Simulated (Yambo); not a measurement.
BeS (zinc blende, space group F-43m, No. 216) under isotropic strain of -0.7 % on all lattice vectors; a = 3.398 Å, b = 3.398 Å, c = 3.398 Å, α = 60.00°, β = 60.00°, γ = 60.00°. With the G0W0 scissor the direct gap on the mesh is 7.54 eV.

Question: Can the lowest exciton of this BSE run be trusted, and with what binding energy? (Yambo, PBEsol bands; 10×10×10 mesh, 3 valence and 3 conduction bands, static screening with 15 bands and a 4 Ry block, scissor 1.96 eV, Tamm-Dancoff.)

Answer: No. The run can't give a binding energy: its band window is complete only up to 7.90 eV, too close above the direct gap of 7.54 eV. The scissor comes from a G0W0 run whose convergence isn't established. 

Geometry strained from the cell relaxed with PBEsol, atoms relaxed again.
